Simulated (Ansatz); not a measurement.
Starting cell, MoSi₂ (MoSi2 type, space group I4/mmm):

```xyz
6
Lattice="-3.2170 3.2170 7.8732 0.0000 0.0000 7.8732 1.6085 1.6085 -3.9366" Properties=species:S:1:pos:R:3 pbc="T T T"
Mo     0.0000     0.0000     0.0000
Mo    -1.6085     1.6085    11.8098
Si     0.0000     0.0000     2.6384
Si    -1.6085     1.6085     6.5750
Si     0.0000     0.0000     5.2348
Si    -1.6085     1.6085     9.1714
```

A phonon eigenvector at X = (0.5, 0.5, 0.0) is frozen into this cell: atom i moves by Q times the vector below, so Q is the largest atomic displacement, in Å. The cell is held. (q is in reciprocal vectors of the primitive cell; the cell shown is doubled to hold the pattern.)

```csv
atom,x,y,z
Mo1,0.105,-0.105,0.000
Mo2,-0.105,0.105,0.000
Si3,0.707,-0.707,0.000
Si4,-0.707,0.707,0.000
Si5,0.707,-0.707,0.000
Si6,-0.707,0.707,0.000
```

Method: PBE (plane waves to 420 eV, PAW, scalar-relativistic; Ansatz, an electronic-structure program). k mesh 20×20×20 (Γ-centred), Fermi-Dirac smearing 0.05 eV. With partly filled bands, energies and forces of such displacements shift with the k mesh and the smearing. MoSi2 is run without spin polarisation. MoSi2 was relaxed with its symmetry unable to fall. The PAW data are Ansatz's earlier set. 

| Q (Å) | −dE/dQ from forces (eV/Å) |
|---|---|
| -0.280 | 21.726 |
| -0.233 | (withheld) |
| -0.187 | 12.598 |
| -0.140 | 8.959 |
| -0.093 | (withheld) |
| -0.047 | 2.801 |
| 0.000 | 0.000 |
| 0.047 | -2.801 |
| 0.093 | (withheld) |
| 0.140 | -8.959 |
| 0.187 | -12.598 |
| 0.233 | (withheld) |
| 0.280 | -21.726 |

Problem. Complete the blanks.

Solution. 
- -0.233, −dE/dQ from forces (eV/Å): 16.802
- -0.093, −dE/dQ from forces (eV/Å): 5.740
- 0.093, −dE/dQ from forces (eV/Å): -5.740
- 0.233, −dE/dQ from forces (eV/Å): -16.802

(A displaced cell: forces are minus the slopes of the energy, force constants its curvatures, and phonons follow from these.)
